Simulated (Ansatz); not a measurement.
Single point in Ansatz 0.2.0 with r2SCAN, no spin polarisation. Cutoff 500 eV, PAW datasets, 6×6×3 Γ-centred k mesh, cold filling (width 0.0464 eV).

Computed maps in the lattice plane spanned by a (left to right, 4.55 Å, 14 points from zero) and b (bottom to top, 4.55 Å, 14 points from zero), 90° apart, at height 0.155 along c. The fields are smooth PAW ones with compensation charges, not the true ones near nuclei.

Valence density. Digits on a logarithmic scale: 0 up to 0.03 e/Å³, each further digit a factor of 1.6, 9 from 1.3 e/Å³ up:
```
33346999996433
33345799975433
44444567654444
76544455544456
99754444444579
99965444445699
99975444445799
99965444445699
99754444444579
76544455544456
44444567654444
33345799975433
33346999996433
33347999997433
```

Q: The cell is RbIn$_{4}$As$_{3}$. Which atoms lie within 0.2 Å of this plane, and where (fractions of a and b)?

A: In at (0.00, 0.50), In at (0.50, 0.00). The whole cell:
```
CELL_PARAMETERS angstrom
4.55187 0.00000 0.00000
0.00000 4.55187 0.00000
0.00000 0.00000 11.51448
ATOMIC_POSITIONS crystal
Rb 0.00000 0.00000 0.50000
In 0.00000 0.50000 0.15487
In 0.50000 0.00000 0.15487
In 0.00000 0.50000 0.84513
In 0.50000 0.00000 0.84513
As 0.50000 0.50000 0.28373
As 0.50000 0.50000 0.71627
As 0.00000 0.00000 0.00000
```

Origin: a known structure type with other elements, at an estimated volume, so it need not be a known compound. Caveats: many states at the Fermi level without spin polarisation, so a magnetic state may lie lower.
